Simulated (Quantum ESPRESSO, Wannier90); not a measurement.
**Tight-binding from DFT: Te2Mo (P6₃/mmc, 2Hc stacking as in molybdenite)**

```
begin unit_cell_cart
ang
    3.5656497917    0.0000000000    0.0000000000
   -1.7828248959    3.0879433006    0.0000000000
    0.0000000000    0.0000000000   14.6477800000
end unit_cell_cart
begin atoms_frac
Te   0.3333333333 -0.3333333333 -0.3721800000
Te  -0.3333333333  0.3333333333  0.3721800000
Te  -0.3333333333  0.3333333333  0.1278200000
Te   0.3333333333 -0.3333333333 -0.1278200000
Mo   0.3333333333 -0.3333333333  0.2500000000
Mo  -0.3333333333  0.3333333333 -0.2500000000
end atoms_frac
```

Materials Project entry mp-602; symmetrised, unrelaxed at this level. COD (Crystallography Open Database) has the formula in 2 space groups, this one among them (matched by group alone). Computed values, not measurements, from PBEsol: Quantum ESPRESSO (norm-conserving PseudoDojo potentials, cutoff 66 Ry, no spin polarisation, no spin-orbit coupling) on a Γ-centred 4×4×4 mesh, then Wannier90. Density: 12×12×2 mesh, Gaussian smearing 0.01 Ry. The cell is built of weakly bound layers, chains or molecules, whose nearest atoms lie 4.27 Å apart. Database cells relaxed without dispersion often hold them too far apart, which can enlarge gaps and weakens couplings between them; spacing and stacking were not compared with the measured crystal. Spin-orbit coupling is left out although heavy elements are present.

A tight-binding model is made by disentanglement and projection with no localisation steps (num_iter = 0), so the 34 orbitals stay atom-like: hydrogen-like Te: s;p; Mo: s;p;d, axes along x, y, z; frozen window up to 2.40 eV relative to the valence-band maximum. It follows pw.x to 47 meV rms for states up to 1.9 eV relative to the valence-band maximum. Matrix elements depend on this choice of orbitals and windows.

The 20 largest hoppings ⟨m,0|H|n,R⟩ between different sites (one of each Hermitian pair; signs follow the real orbitals' lobes; the list may end inside a set of equal values):

```tsv
m	n	R	distance of the centres (Å)	t (eV)
Te4 s	Mo6 py	1 0 0	2.82	1.560
Mo5 py	Te3 s	1 0 0	2.82	-1.560
Te1 s	Mo6 py	1 0 0	2.82	1.560
Mo5 py	Te2 s	1 0 0	2.82	-1.560
Te2 s	Mo5 pz	0 1 0	2.71	-1.368
Te3 s	Mo5 pz	0 1 0	2.71	1.368
Mo6 pz	Te1 s	0 1 0	2.71	1.368
Mo6 pz	Te4 s	0 1 0	2.71	-1.368
Te1 s	Mo6 pz	1 0 0	2.71	1.368
Te4 s	Mo6 pz	1 0 0	2.71	-1.368
Mo5 pz	Te2 s	1 0 0	2.71	-1.368
Mo5 pz	Te3 s	1 0 0	2.71	1.368
Te1 s	Mo6 pz	1 -1 0	2.71	1.368
Te4 s	Mo6 pz	1 -1 0	2.71	-1.368
Mo5 pz	Te2 s	1 -1 0	2.71	-1.368
Mo5 pz	Te3 s	1 -1 0	2.71	1.368
Te2 s	Mo5 px	0 1 0	2.76	1.351
Te3 s	Mo5 px	0 1 0	2.76	1.351
Mo6 px	Te1 s	0 1 0	2.76	-1.351
Mo6 px	Te4 s	0 1 0	2.76	-1.351
```
